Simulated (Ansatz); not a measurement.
Tc:
```
CELL_PARAMETERS angstrom
      2.72423     0.00000     0.00000
     -1.36211     2.35925     0.00000
      0.00000     0.00000     4.35766
ATOMIC_POSITIONS crystal
  Tc 0.33333 0.66667 0.75000
  Tc 0.66667 0.33333 0.25000
```

Relaxed with PBEsol. Special points in fractions of this cell's reciprocal vectors: Γ (0.000, 0.000, 0.000); M (0.500, 0.000, 0.000); K (0.333, 0.333, 0.000); A (0.000, 0.000, 0.500); L (0.500, 0.000, 0.500); H (0.333, 0.333, 0.500).

Q: List the band energies nearest the Fermi level at these points for DFT-PBEsol in the program Ansatz with PAW potentials.

A: In eV from the Fermi level; about four levels below and three above (degenerate sets whole), none deeper than 8.9 eV; … stands for higher levels left out; points with the same levels are listed once.

```json
[
 {"k": "Γ", "below": "-0.83 -0.83 -0.12 -0.12", "above": "1.77 …"},
 {"k": "M", "below": "-1.96 -1.13 -0.92 -0.47", "above": "3.06 3.50 3.51"},
 {"k": "K", "below": "-2.96 -1.91 -1.91 0.00", "above": "2.43 2.43 2.87"},
 {"k": "A", "below": "-1.73 -1.73 -1.73 -1.73", "above": "…"},
 {"k": "L", "below": "-5.44 -5.44 -3.78 -3.78", "above": "0.15 0.15 1.49 1.49"},
 {"k": "H", "below": "-1.79 -1.79 -0.07 -0.07", "above": "2.73 2.73 …"}
]
```

Space group P6_3/mmc (hcp (Mg type)). The PBEsol relaxation kept the symmetry of its start. No spin polarisation was allowed. Scalar-relativistic: spin–orbit coupling is off unless named, which matters more the heavier the elements.

Potentials: the earlier of the program's two PAW sets (Tc and Pm come from another file). The files were generated under PBE; for other functionals the program regenerates the frozen cores, and for LDA and PBEsol the local potential too.
